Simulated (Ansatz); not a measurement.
## Relaxation of Sr

Method: Ansatz, DFT r2SCAN, scalar-relativistic, plane waves, PAW. Settings: 500 eV cutoff, 15×15×8 k-mesh, Gaussian smearing of 0.10 eV, no spin polarisation.

What was changed: relaxed at 20 GPa.

Other phases may be more stable at this pressure.

Command:

```bash
ansatz run input.yaml --threads 1 --pin off --max-ram 1331MiB --backend cpu --events-out ev --progress --plain --runs-dir out
```

Input:

```yaml
crystal:
  lattice:
    - [3.5729893806, 0.0, 0.0]
    - [-1.7864946903, 3.094299571, 0.0]
    - [0.0, 0.0, 6.0150336161]
  atoms:
    - { symbol: Sr, position: [0.3333333333, 0.6666666667, 0.25] }
    - { symbol: Sr, position: [0.6666666667, 0.3333333333, 0.75] }
basis:
  ecutwfc: 500
kpoints:
  mp_grid: { grid: [15, 15, 8] }
hamiltonian:
  xc: r2scan
scf:
  occupations: { method: gaussian, width: 0.1 }
output:
  forces: true
  stress: true
  eigenvalues: true
relax:
  adjacent_minimum: "off"
  f_tol: 0.008
  max_steps: 50
  cell: { stress_tol: 0.08, p_target: 20.0 }
```

F is the free energy. Steps run on the plane waves of an earlier cell, but the last one, and at times one on the way, on a freshly chosen basis, so a repeated geometry can differ a little in energy. The relaxation lowers the enthalpy F + PV at the target pressure, so F itself can rise.

Steps:

```csv
step,F − F(1) (eV),largest force component (eV/Å),V (Å³/atom),P (GPa)
1,0.0000,0.000,33.251,12.93
2,0.9197,0.000,28.705,19.96
3,0.9262,0.000,28.677,19.99
4,0.9297,0.000,28.662,20.00
5,0.9301,0.000,28.662,20.00
```

Relaxed structure:

```
CELL_PARAMETERS angstrom
3.40809 0.00000 0.00000
-1.70405 2.95150 0.00000
0.00000 0.00000 5.69882
ATOMIC_POSITIONS crystal
Sr 0.33333 0.66667 0.25000
Sr 0.66667 0.33333 0.75000
```

It takes space group P6_3/mmc (No. 194, hexagonal). Conventional cell: a = 3.408 Å, b = 3.408 Å, c = 5.699 Å, α = 90.00°, β = 90.00°, γ = 120.00°. Sr (site symmetry -6m2) is surrounded by 12 Sr at 3.41 to 3.46 Å.

The run converged. The run took about 2.8 core-minutes.